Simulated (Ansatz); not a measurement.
# Ta4O: a faulty run and its cure

The input below was meant for crystalline Ta4O, with PBEsol, plane waves and PAW in Ansatz.

```yaml
crystal:
  lattice:
    - [3.257497, 0.0, 0.0]
    - [0.0, 3.257497, 0.0]
    - [0.0, 0.0, 7.409341]
  atoms:
    - { symbol: Ta, position: [0.5, 0.5, 0.5] }
    - { symbol: Ta, position: [0.5, 0.5, 0.783158] }
    - { symbol: Ta, position: [0.5, 0.5, 0.216842] }
    - { symbol: Ta, position: [0.0, 0.0, 0.0] }
    - { symbol: O, position: [0.0, 0.0, 0.5] }
basis:
  ecutwfc: 420
kpoints:
  mp_grid: { grid: [12, 12, 6] }
hamiltonian:
  xc: pbesol
scf:
  occupations: { method: gaussian, width: 0.1 }
  max_iter: 87
output:
  forces: true
  stress: true
  eigenvalues: true
```

Command:

```bash
ansatz run input.yaml --threads 1 --pin off --max-ram 2560MiB --backend cpu --events-out ev --progress --plain --runs-dir out
```

The program printed (HF is the Harris–Foulkes energy, dr2 the density residual in eV):

```text
Pseudopotential: Ta, paw, valence charge 13, recommended cutoff 420 eV (normal)
Pseudopotential: O, paw, valence charge 6, recommended cutoff 420 eV (normal)
Crystal: 5 atoms, lattice volume = 78.623 Å³
Basis set: ecut = 420 eV, 1569 PW (Γ), exchange–correlation on 48×48×100 points (8 copies of the dense FFT grid, shifted against one another)
Bands: 35, of which v1, the nominal top of the filled ones, is band 29 counted from 1 (28 counted from 0)
Symmetry: 16 space group operations
Space group: P4/mmm (ITA 123), of the structure as read, at distance tolerance 4.3e-5 Å
k-points: 112 of 864
PAW frozen core: Ta, regenerated for the run's functional, and the local potential with it (the file was generated under x = pbe(κ = 0.804, μ = 0.2195), c = pbe(β = 0.0667))
PAW frozen core: O, regenerated for the run's functional, and the local potential with it (the file was generated under x = pbe(κ = 0.804, μ = 0.2195), c = pbe(β = 0.0667))
Initial density: superposition of atomic densities, corrected by the library's trained network
SCF iter   1: HF=-39779.317666 eV  Δρ=1.88e-2  dr2=7.38e-1
SCF iter   2: HF=-39779.258413 eV  Δρ=9.98e-3  dr2=2.10e-1
SCF iter   3: HF=-39779.232977 eV  Δρ=1.43e-3  dr2=3.57e-3
SCF iter   4: HF=-39779.232498 eV  Δρ=4.73e-4  dr2=1.79e-4
SCF iter   5: HF=-39779.232457 eV  Δρ=1.30e-4  dr2=1.87e-5
SCF iter   6: HF=-39779.232425 eV  Δρ=2.88e-5  dr2=1.35e-6
SCF iter   7: F=-39779.232425 eV  HF=-39779.232425 eV  Δρ=6.08e-6  dr2=5.62e-8
SCF 1 converged in 7 iterations: F = -39779.232425 eV  dr2 = 5.62e-8
SCF converged after 7 iterations
Free energy (F): -39779.232425 eV
E sigma→0 (E₀):  -39779.225282 eV
Entropy (-TS):   -0.014285 eV (-2.857 meV/atom)
Fermi energy:    17.968231 eV
--- Forces (eV/Å), atoms counted from 1 ---
  atom   1  Ta     0.00000000     0.00000000     0.00000000
  atom   2  Ta     0.00000000     0.00000000    10.30610585
  atom   3  Ta     0.00000000     0.00000000   -10.30610585
  atom   4  Ta    -0.00000000    -0.00000000     0.00000000
  atom   5  O     -0.00000000     0.00000000     0.00000000
--- Stress (GPa, compression-positive) ---
      -12.261906       0.000000       0.000000
        0.000000     -12.261906       0.000000
        0.000000       0.000000      94.843106
  P = ⅓ Tr σ = 23.4398 GPa (234.398 kbar)
```

Question: The run converged, but its numbers aren't those of the intended crystal and state. Why?

Answer: The fault is two atoms' positions swapped. Two unlike atoms sit on each other's sites. The cure is the atoms on their own sites.

Mended input, as a difference (which also takes the iteration limit of the reference run):

```diff
 crystal:
   atoms:
-    - { symbol: Ta, position: [0.5, 0.5, 0.5] }
+    - { symbol: Ta, position: [0.0, 0.0, 0.5] }
-    - { symbol: O, position: [0.0, 0.0, 0.5] }
+    - { symbol: O, position: [0.5, 0.5, 0.5] }
 scf:
-  max_iter: 87
```

The mended run converges, with no gap, a pressure of -8.16 GPa. The faulty run's energy lay 1.63 eV per atom higher.

Time of the mended run: 23 s on 1 thread of Arm Neoverse V1, on a shared host, peak memory 0.46 GiB.